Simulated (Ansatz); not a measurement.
HfC:
```yaml
crystal:
  lattice:
    - [3.31074, 0.00000, 0.00000]
    - [-1.65537, 2.86719, 0.00000]
    - [0.00000, 0.00000, 5.24476]
  atoms:
    - { symbol: Hf, position: [0.66667, 0.33333, 0.75000] }
    - { symbol: Hf, position: [0.33333, 0.66667, 0.25000] }
    - { symbol: C, position: [0.00000, 0.00000, 0.00000] }
    - { symbol: C, position: [0.00000, 0.00000, 0.50000] }
```

Relaxed with r²SCAN. Special points in fractions of this cell's reciprocal vectors: Γ (0.000, 0.000, 0.000); M (0.500, 0.000, 0.000); K (0.333, 0.333, 0.000); A (0.000, 0.000, 0.500); L (0.500, 0.000, 0.500); H (0.333, 0.333, 0.500).

Q: List the band energies nearest the Fermi level at these points for plane-wave PAW r²SCAN with spin–orbit coupling (Ansatz code).

A: In eV from the Fermi level; about four levels below and three above (degenerate sets whole), none deeper than 8.9 eV; points with the same levels are listed once.

```csv
k,below,above
Γ,-1.41 -1.41 -1.36 -1.36,1.05 1.05 1.29 1.29
M,-1.88 -1.88 -1.29 -1.29,1.24 1.24 4.52 4.52
K,-3.97 -3.97 -3.92 -3.92,0.27 0.27 1.08 1.08
A,-2.83 -2.83 -2.83 -2.83,3.95 3.95 3.95 3.95
L,-2.65 -2.65 -2.65 -2.65,1.32 1.32 1.32 1.32
H,-2.72 -2.72 -2.47 -2.47,1.85 1.85 2.13 2.13
```

Space group P6_3/mmc (NiAs type). The first step of the workflow began from a Materials Project structure, measured or hypothetical; the Crystallography Open Database copy checked does not list it. It is not the phase usual at ambient conditions (space group No. 225). The r²SCAN relaxation kept the symmetry of its start; whether a distortion lowers the energy is not shown. The run is not spin-polarised.

Potentials: the later of the program's two PAW sets.
